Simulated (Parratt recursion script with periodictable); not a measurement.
**Sharing the period between Si and Mo in a mirror for 13.5 nm**

```
layer, from the top  thickness (Å)  density (g/cm³)  rms roughness of its top face (Å)  δ at 13.5 nm  β at 13.5 nm
-------------------  -------------  ---------------  ---------------------------------  ------------  ------------
Si (in each period)         varied            2.313                                  4  9.927 × 10⁻⁴      0.001813
Mo (in each period)         varied           10.026                                  4       0.07476      0.006314
Si (substrate)                   –            2.313                                  4  9.927 × 10⁻⁴      0.001813
```

The refractive index is n = 1 − δ + iβ; the runs take δ and β at each wavelength of the scan. Vacuum lies above.

Densities are inputs, not measurements. They were set from computed cells of the Materials Project: Si from entry mp-149 (Fd-3m, 2.313 g/cm³); Mo from entry mp-129 (Im-3m, 10.026 g/cm³). A layer's crystal structure does not enter its constants, only its composition and density.

Method: EUV and soft X-ray reflectivity, Parratt recursion, Névot-Croce roughness, Henke tables (Parratt recursion script with periodictable 1.7.1).

Light falls at α = 20° from the surface normal. It is s-polarised. The wavelength is scanned from 12.42 to 14.58 nm in 161 evenly spaced points, without smoothing. The peak is the highest scan point; its wavelength and height come from a parabola through R at that point and its two neighbours.

The pair is repeated 30 times. The runs differ in the two thicknesses alone; Γ is the share of Mo in the period D.

| Si (Å) | Mo (Å) | Γ | peak λ (nm) | peak R (%) |
|---|---|---|---|---|
| 58.9 | 14.7 | 0.20 | 13.614 | 54.2 |
| 51.5 | 22.1 | 0.30 | ? | ? |
| 44.2 | 29.4 | 0.40 | 13.455 | 69.6 |
| 29.4 | 44.2 | 0.60 | 13.256 | 65.4 |

**Question.** Estimate the peak wavelength and height at Γ = 0.30.

**Answer.** Wavelength: with δ̄ the thickness-weighted δ at 13.5 nm and α the angle from the normal (sin²α = 0.1170), λ ≈ 2D[(1 − δ̄)² − sin²α]^½.

| Γ | D (Å) | δ̄ | λ by hand (nm) | run minus hand (nm) |
|---|---|---|---|---|
| 0.20 | 73.6 | 0.0157 | 13.586 | 0.028 |
| 0.30 | 73.6 | 0.0231 | 13.470 | to find |
| 0.40 | 73.6 | 0.0305 | 13.353 | 0.102 |

The difference, interpolated in Γ, is 0.065 nm, so λ ≈ 13.470 + 0.065 = 13.535 nm.

Height: the parabola through the rows at Γ = 0.20, 0.40, 0.60 has weights 0.375, 0.750, −0.125 at Γ = 0.30, which give 64.4 %.

The run gave 13.539 nm and 66.1 %, so the estimates miss by 0.004 nm and 1.7 points. Of these 4 runs, Γ = 0.40 has the highest peak.
